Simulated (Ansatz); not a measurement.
Single point in Ansatz 0.2.0 with r2SCAN, no spin polarisation. Cutoff 500 eV, PAW datasets, 7×7×7 Γ-centred k mesh, fermi-dirac filling (width 0.1 eV).

Computed maps in the lattice plane spanned by a (left to right, 6.13 Å, 19 points from zero) and b (bottom to top, 6.13 Å, 19 points from zero), 119° apart, at height 0.000 along c. The fields are smooth PAW ones with compensation charges, not the true ones near nuclei.

Valence density. Digits on a logarithmic scale: 0 up to 0.03 e/Å³, each further digit a factor of 1.6, 9 from 1.3 e/Å³ up:
```
9986432238999856899
9865332249999556899
7654322349996556788
6543333345655555666
5443333345555555555
9643333445665555558
9832233457997555699
9632234589999655999
9322234799999656999
4222345999997555998
2222346999985444443
2223445799754433322
2334445565443333222
3445554444333333233
5566554433222333334
7887654322222333456
9998643222233444568
9998543222368645689
9997532224999956799
```

ELF. Ten even steps from '0' (0.00) to '9' (0.88):
```
0134532103424225310
1345532004334155311
4566433004441375333
5554344100103566555
1002445432443356752
3101456665430035312
4302455434530033144
4203443236863340432
4013332369985441434
0022222589964520443
0122221368633630000
1223310035324641001
2344420012235654322
4556652122345544333
4445664322344443455
3333564322332124654
1113454222100005643
0013453210023105531
0013442100444315410
```

Q: The cell is Mg₄MnTl₂Sn. Which atoms lie within 0.2 Å of this plane, and where (fractions of a and b)?

A: Mn at (0.50, 0.50), Sn at (0.00, 0.00), Mg at (0.57, 0.93), Mg at (0.93, 0.57). The whole cell:
```yaml
crystal:
  lattice:
    - [-3.72343, 3.72343, 3.13189]
    - [3.72343, -3.72343, 3.13189]
    - [3.72343, 3.72343, -3.13189]
  atoms:
    - { symbol: Tl, position: [0.50000, 0.00000, 0.50000] }
    - { symbol: Tl, position: [0.00000, 0.50000, 0.50000] }
    - { symbol: Mn, position: [0.50000, 0.50000, 0.00000] }
    - { symbol: Sn, position: [0.00000, 0.00000, 0.00000] }
    - { symbol: Mg, position: [0.42620, 0.42620, 0.35880] }
    - { symbol: Mg, position: [0.57380, 0.93260, 0.00000] }
    - { symbol: Mg, position: [0.06740, 0.06740, 0.64120] }
    - { symbol: Mg, position: [0.93260, 0.57380, 0.00000] }
```

Origin: a known structure type with other elements, at an estimated volume, so it need not be a known compound. Caveats: no spin polarisation, so a magnetic state may lie lower; atoms or cell far from equilibrium.
